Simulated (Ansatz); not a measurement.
An Ansatz (an electronic-structure program) run. Input:

Ansatz 0.2 input:
```yaml
crystal:
  lattice:
    - [0.0, 3.2706213885, 3.2706213885]
    - [3.2706213885, 0.0, 3.2706213885]
    - [3.2706213885, 3.2706213885, 0.0]
  atoms:
    - { symbol: Sn, position: [0.5, 0.5, 0.5] }
    - { symbol: Sn, position: [0.75, 0.75, 0.75] }
kpoints:
  mp_grid: { grid: [23, 23, 23] }
hamiltonian:
  xc: pbesol
  pseudopotentials: { azcp: { folder: ./paw }, kind: paw }
scf:
  occupations: { method: fermi_dirac, width: 0.1 }
elastic: { mode: relaxed_ion, stencil: two_point, amplitude: 0.005, f_tol: 0.0005 }
```

Output (shortened):

```
Pseudopotential: Sn, paw, valence charge 14
Functional definition: PBEsol
Crystal: 2 atoms, lattice volume = 69.971 Å³
Basis set: ecut = 420 eV, 1363 PW (Γ), exchange–correlation on 64×64×64 points (8 copies of the dense FFT grid, shifted against one another)
Bands: 18, of which v1, the nominal top of the filled ones, is band 14 counted from 1 (13 counted from 0)
Symmetry: 48 space group operations
Space group: Fd-3m (ITA 227), of the structure as read, at distance tolerance 4.1e-5 Å
k-points: 364 of 12167
SCF 1 converged in 11 iterations: F = -11899.649059 eV  dr2 = 4.88e-14
Crystal: 2 atoms, lattice volume = 69.622 Å³
Symmetry: 16 space group operations
k-points: 936 of 12167
SCF 2 converged in 9 iterations: F = -11899.648738 eV  dr2 = 8.56e-15
Crystal: 2 atoms, lattice volume = 70.321 Å³
Basis set: ecut = 420 eV, 1379 PW (Γ), exchange–correlation on 64×64×64 points (8 copies of the dense FFT grid, shifted against one another)
SCF 3 converged in 6 iterations: F = -11899.648708 eV  dr2 = 1.74e-14
Crystal: 2 atoms, lattice volume = 69.971 Å³
Symmetry: 8 space group operations
k-points: 1728 of 12167
SCF 4 converged in 12 iterations: F = -11899.648797 eV  dr2 = 2.67e-14
relax step   1: F+E_penalty+E_count = -11899.64879689 eV  Δ(F+E_penalty+E_count) = +0.000e0 eV  max|allowed force component| = 4.130e-2 eV/Å  Δτ_max = 0.0000 Å  (12 SCF iters, accepted)
Crystal: 2 atoms, lattice volume = 69.971 Å³
SCF 5 converged in 9 iterations: F = -11899.648666 eV  dr2 = 5.49e-14
relax step   2: F+E_penalty+E_count = -11899.64866631 eV  Δ(F+E_penalty+E_count) = +1.306e-4 eV  max|allowed force component| = 6.009e-2 eV/Å  Δτ_max = 0.0069 Å  (9 SCF iters, rejected (line search))
Crystal: 2 atoms, lattice volume = 69.971 Å³
SCF 6 converged in 9 iterations: F = -11899.648914 eV  dr2 = 4.66e-14
relax step   3: F+E_penalty+E_count = -11899.64891376 eV  Δ(F+E_penalty+E_count) = -1.169e-4 eV  max|allowed force component| = 1.156e-6 eV/Å  Δτ_max = 0.0028 Å  (9 SCF iters, accepted)
Crystal: 2 atoms, lattice volume = 69.971 Å³
SCF 7 converged in 2 iterations: F = -11899.648914 eV  dr2 = 4.35e-14
Crystal: 2 atoms, lattice volume = 69.971 Å³
SCF 8 converged in 12 iterations: F = -11899.648797 eV  dr2 = 2.67e-14
relax step   1: F+E_penalty+E_count = -11899.64879689 eV  Δ(F+E_penalty+E_count) = +0.000e0 eV  max|allowed force component| = 4.130e-2 eV/Å  Δτ_max = 0.0000 Å  (12 SCF iters, accepted)
Crystal: 2 atoms, lattice volume = 69.971 Å³
SCF 9 converged in 9 iterations: F = -11899.648914 eV  dr2 = 1.02e-14
relax step   2: F+E_penalty+E_count = -11899.64891376 eV  Δ(F+E_penalty+E_count) = -1.169e-4 eV  max|allowed force component| = 1.165e-8 eV/Å  Δτ_max = 0.0028 Å  (9 SCF iters, accepted)
Crystal: 2 atoms, lattice volume = 69.971 Å³
SCF 10 converged in 2 iterations: F = -11899.648914 eV  dr2 = 3.60e-14
SCF converged after 11 iterations
Free energy (F): -11899.649059 eV
Harris-Foulkes:  -11899.649059 eV  (|F-HF|=5.46e-12)
Internal energy: -11899.643731 eV  (E = F + TS)
E sigma→0 (E₀):  -11899.646395 eV
Entropy (-TS):   -0.005329 eV (-2.664 meV/atom)
Fermi energy:    7.463344 eV
--- Per-component energies (eV) ---
  E_band       = -256.914402
  E_kinetic    = 336.742054
  E_local      = -2651.376252  (includes V_loc(G=0)·N_el)
  E_nonlocal   = 293.805389
  E_hartree    = 1286.364803
  E_xc         = -248.904599
  E_vxc        = -160.228461  (∫ρ·V_xc dr)
  E_paw        = -8592.619695  (= ΣΔE_a)
  E_vpaw       = -648.587308  (= ΣTr[D̂ρ^β])
  E_aug_tail   = 0.000579  (compensation charges beyond the density's cutoff)
  E_ewald      = -2324.225688
  E_core_change = 0.569679  (= ΣΔE_core)
  E_smearing   = -0.005329  (= −TS)
  E_closure    = 0.000000  (closes the sum)
  Σ components = -11899.649059   (vs F -11899.649059, Δ=0.00e0)
--- Forces (eV/Å), atoms counted from 1 ---
  atom   1  Sn     0.00000000     0.00000000     0.00000000
  atom   2  Sn     0.00000000     0.00000000     0.00000000
  max |Σ_I F_I| component: 1.20e-16 eV/Å
--- Stress (GPa, compression-positive) ---
       -0.007584       0.000000       0.000000
        0.000000      -0.007584       0.000000
        0.000000       0.000000      -0.007584
  P = ⅓ Tr σ = -0.0076 GPa (-0.076 kbar)
--- Band table (eV; the first three rows and the last of 364) ---
  k-point 0: bands = ["-14.1533", "-14.1533", "-14.1533", "-14.0960", "-14.0960", "-13.8040", "-13.8040", "-13.8040", "-13.7973", "-13.7973", "-3.0447", "6.5697", "7.5157", "7.5157", "7.5157", "9.5742", "9.5742", "9.5742"]
  k-point 1: bands = ["-14.1549", "-14.1549", "-14.1529", "-14.0939", "-14.0939", "-13.8099", "-13.8099", "-13.8046", "-13.7918", "-13.7918", "-3.0268", "6.2851", "7.4755", "7.4755", "7.6831", "9.6256", "9.6256", "9.6407"]
  k-point 2: bands = ["-14.1589", "-14.1589", "-14.1515", "-14.0883", "-14.0883", "-13.8183", "-13.8183", "-13.8062", "-13.7843", "-13.7843", "-2.9731", "5.7295", "7.3682", "7.3682", "7.8781", "9.7642", "9.7642", "9.8665"]
  k-point 363: bands = ["-14.2196", "-14.2163", "-14.0294", "-14.0094", "-13.9600", "-13.9463", "-13.9205", "-13.9034", "-13.7183", "-13.7151", "-0.1198", "0.1803", "4.3651", "4.5902", "10.4654", "10.9025", "11.4351", "11.5257"]
--- Elastic constants: 2 strain directions × 2 members + reference (group order 48) ---
  dense FFT box of the reference and of every strained cell: 32×32×32
  strains applied: 11, 23; error gains: componentwise 1.00 (the most a stress slope's error grows in a printed constant), spectral 1.73 (1 for all six strains …
  C = ∂σ_k/∂η_j (tension-positive GPa; Voigt order 11 22 33 23 13 12):
        61.660     31.246     31.246      0.000      0.000      0.000
        31.246     61.660     31.246      0.000      0.000      0.000
        31.246     31.246     61.660      0.000      0.000      0.000
         0.000      0.000      0.000     26.699      0.000      0.000
         0.000      0.000      0.000      0.000     26.699      0.000
         0.000      0.000      0.000      0.000      0.000     26.699
  reference stress σ⁰ (GPa):      0.008      0.008      0.008      0.000      0.000      0.000
  moduli (Voigt/Reuss/Hill, GPa): K = 41.38/41.38/41.38   G = 22.10/20.50/21.30   E = 54.55   ν = 0.280
  mechanically stable: yes (min eigenvalue of sym C = 26.70 GPa)
  strain η (Voigt 11):  stress-route row diagonal C_11 = 61.66 GPa, energy-path curvature d²(F+E_count+ΔE)/dδ²/Ω₀ = 61.66 GPa
         δ    σ_11 (GPa)             F (eV)   n_scf  n_hpsi   n_pw
    -5.000e-3      -0.3032      -11899.6487375       9  327466   1379   relax 0 steps, max|allowed force component| 2.78e-17 eV/Å
     5.000e-3       0.3134      -11899.6487081       6  265008   1392   relax 0 steps, max|allowed force component| 2.78e-17 eV/Å
  strain η (Voigt 23):  stress-route row diagonal C_44 = 26.70 GPa, energy-path curvature d²(F+E_count+ΔE)/dδ²/Ω₀ = 26.70 GPa
         δ    σ_23 (GPa)             F (eV)   n_scf  n_hpsi   n_pw
    -5.000e-3      -0.1335      -11899.6489138       2  350438   1387   relax 3 steps, max|allowed force component| 1.16e-6 eV/Å
     5.000e-3       0.1335      -11899.6489138       2  351452   1387   relax 2 steps, max|allowed force component| 1.16e-8 eV/Å
```

Cost: about 16 core-minutes (a rough figure) on shared cores.

This is a known low-temperature phase of the composition, computed here at zero pressure and temperature. The PBEsol relaxation kept the symmetry of its start; its stability against distortions is not shown here. As this level gives no gap, shear constants depend on the k-mesh and smearing (Fermi–Dirac, 0.1 eV here). Scalar-relativistic: spin–orbit coupling is off unless named, which matters more the heavier the elements.

Potentials: the earlier of the program's two PAW sets. The files were generated under PBE; for other functionals the program regenerates the frozen cores, and for LDA and PBEsol the local potential too.

Ansatz is a plane-wave DFT program.
